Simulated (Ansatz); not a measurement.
YPd$_{2}$O$_{4}$:
```yaml
crystal:
  lattice:
    - [-2.87266, 2.87266, 5.00307]
    - [2.87266, -2.87266, 5.00307]
    - [2.87266, 2.87266, -5.00307]
  atoms:
    - { symbol: Y, position: [0.75000, 0.25000, 0.50000] }
    - { symbol: Y, position: [0.00000, 0.00000, 0.00000] }
    - { symbol: Pd, position: [0.87500, 0.62500, 0.25000] }
    - { symbol: Pd, position: [0.37500, 0.62500, 0.25000] }
    - { symbol: Pd, position: [0.37500, 0.62500, 0.75000] }
    - { symbol: Pd, position: [0.37500, 0.12500, 0.75000] }
    - { symbol: O, position: [0.35349, 0.38799, 0.34595] }
    - { symbol: O, position: [0.13799, 0.29204, 0.53450] }
    - { symbol: O, position: [0.04204, 0.00754, 0.65405] }
    - { symbol: O, position: [0.75754, 0.60349, 0.46550] }
    - { symbol: O, position: [0.39651, 0.86201, 0.15405] }
    - { symbol: O, position: [0.61201, 0.95796, 0.96550] }
    - { symbol: O, position: [0.70796, 0.24246, 0.84595] }
    - { symbol: O, position: [0.99246, 0.64651, 0.03450] }
```

Relaxed with r²SCAN.

Q: Which orbitals make up the states near the Fermi level in plane-wave PAW r²SCAN (Ansatz code)?

A: Within 0.5 eV of the Fermi level: Pd 4d 52 %, O 2p 41 %. Projections are on Löwdin-orthogonalised atomic valence shells; empty p or d shells of many metals are not among them.

Q: Tabulate the density of states.

A: States/eV per cell of 14 atoms, in 0.25 eV bins, energy from the Fermi level.

| E (eV) | total | O 2p | Pd 4d | Y 4d |
|---|---|---|---|---|
| -6.70 | 0.00 | 0.00 | 0.00 | 0.00 |
| -6.45 | 3.76 | 2.20 | 1.25 | 0.19 |
| -6.20 | 7.75 | 4.36 | 2.87 | 0.33 |
| -5.95 | 12.89 | 6.82 | 5.31 | 0.48 |
| -5.70 | 14.01 | 7.63 | 5.34 | 0.62 |
| -5.45 | 14.45 | 8.00 | 5.34 | 0.61 |
| -5.20 | 13.30 | 7.29 | 5.04 | 0.51 |
| -4.95 | 10.19 | 5.45 | 4.06 | 0.36 |
| -4.70 | 12.31 | 6.61 | 4.88 | 0.45 |
| -4.45 | 10.75 | 5.39 | 4.70 | 0.34 |
| -4.20 | 12.16 | 5.92 | 5.53 | 0.33 |
| -3.95 | 11.75 | 6.53 | 4.46 | 0.31 |
| -3.70 | 9.12 | 5.44 | 3.05 | 0.28 |
| -3.45 | 9.81 | 5.74 | 3.43 | 0.33 |
| -3.20 | 11.22 | 6.76 | 3.77 | 0.37 |
| -2.95 | 9.28 | 5.76 | 2.98 | 0.29 |
| -2.70 | 13.99 | 8.67 | 4.42 | 0.52 |
| -2.45 | 12.79 | 7.21 | 4.75 | 0.43 |
| -2.20 | 8.24 | 4.15 | 3.64 | 0.22 |
| -1.95 | 10.09 | 4.29 | 5.27 | 0.28 |
| -1.70 | 12.84 | 4.90 | 7.32 | 0.28 |
| -1.45 | 15.10 | 5.99 | 8.39 | 0.33 |
| -1.20 | 20.30 | 8.66 | 10.67 | 0.42 |
| -0.95 | 19.15 | 8.33 | 9.87 | 0.39 |
| -0.70 | 10.76 | 4.74 | 5.40 | 0.21 |
| -0.45 | 13.50 | 6.26 | 6.44 | 0.27 |
| -0.20 | 9.52 | 4.32 | 4.63 | 0.18 |
| 0.05 | 4.80 | 1.92 | 2.57 | 0.07 |
| 0.30 | 3.47 | 0.91 | 2.27 | 0.05 |
| 0.55 | 2.70 | 0.67 | 1.81 | 0.04 |
| 0.80 | 0.00 | 0.00 | 0.00 | 0.00 |
| 1.05 | 0.00 | 0.00 | 0.00 | 0.00 |
| 1.30 | 0.00 | 0.00 | 0.00 | 0.00 |
| 1.55 | 0.00 | 0.00 | 0.00 | 0.00 |
| 1.80 | 0.07 | 0.02 | 0.04 | 0.01 |
| 2.05 | 2.08 | 0.69 | 1.04 | 0.13 |
| 2.30 | 8.78 | 3.39 | 4.16 | 0.40 |
| 2.55 | 10.67 | 4.47 | 4.89 | 0.48 |
| 2.80 | 4.34 | 1.99 | 1.93 | 0.15 |
| 3.05 | 5.01 | 2.48 | 2.16 | 0.14 |
| 3.30 | 1.05 | 0.56 | 0.45 | 0.01 |
| 3.55 | 0.00 | 0.00 | 0.00 | 0.00 |
| 3.80 | 0.00 | 0.00 | 0.00 | 0.00 |
| 4.05 | 0.00 | 0.00 | 0.00 | 0.00 |
| 4.30 | 0.00 | 0.00 | 0.00 | 0.00 |
| 4.55 | 0.00 | 0.00 | 0.00 | 0.00 |
| 4.80 | 0.00 | 0.00 | 0.00 | 0.00 |

Space group I4_1/a. The first step of the workflow began from a Materials Project structure, measured or hypothetical; the Crystallography Open Database copy checked does not list it. Whether it is the stable phase at ambient conditions was not checked. Symmetry was held in the r²SCAN relaxation; its stability against distortions is not shown here. The run is not spin-polarised. Scalar-relativistic: spin–orbit coupling is off unless named, which matters more the heavier the elements.

Potentials: the later of the program's two PAW sets.
